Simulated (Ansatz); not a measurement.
These are results of Ansatz 0.2.0, DFT PBE, scalar-relativistic, plane waves, PAW, not measurements. All cells share a 420 eV cutoff and Γ-centred k meshes spaced at most about 0.3 Å⁻¹ (about 0.25 or finer for metals, 2π included). Collinear spin in cells that started with moments and kept them past the coarse steps, no spin elsewhere.

These are static total energies at zero pressure.

Compare these two cells of MnIn₃, each relaxed at this level.

A. (site moments Mn 4.0 μB)

Space group Im-3m (No. 229). a = 5.948 Å, b = 5.948 Å, c = 5.948 Å, α = 90.00°, β = 90.00°, γ = 90.00°
```json
{"atom": "Mn", "site": "2a", "symmetry": "m-3m", "x": "0.0000", "y": "0.0000", "z": "0.0000"}
{"atom": "In", "site": "6b", "symmetry": "4/mm.m", "x": "0.5000", "y": "0.0000", "z": "0.0000"}
```

B. (site moments Mn 4.0 μB)

Space group P6/mmm (No. 191). a = 6.093 Å, b = 6.093 Å, c = 3.084 Å, α = 90.00°, β = 90.00°, γ = 120.00°
```
atom  site  symmetry       x       y       z
  Mn    1b     6/mmm  0.0000  0.0000  0.5000
  In    3g       mmm  0.5000  0.5000  0.5000
```

Question: Which would you expect to be lower, and how large is the difference?

Answer: B is lower, by 76 meV/atom. A has space group Im-3m (No. 229), 26.3 Å³/atom and no gap on its mesh; B has space group P6/mmm (No. 191), 24.8 Å³/atom and no gap. Counting all near atoms (those within 1.25 times the shortest distance at each site), A has Mn 6, In 6 and B has Mn 8, In 8. The denser one is the lower, and pressure would at first widen the difference. Even the lower one lies +0.38 eV/atom against the reference forms of the elements (uncorrected), so neither is stable at this level. In A, Mn is surrounded by 6 In at 2.97 Å; In has 2 Mn at 2.97 Å and 4 In at 2.97 Å. In B, Mn is surrounded by 6 In at 3.05 Å and 2 Mn at 3.08 Å; In has 6 In at 3.05–3.08 Å and 2 Mn at 3.05 Å. Both come from invented guesses. A third cell relaxed alike, in P6/mmm, lies 10 meV/atom below the lower of the two.

Another magnetic order may lie lower. Cells relaxed within their symmetry can be saddle points.
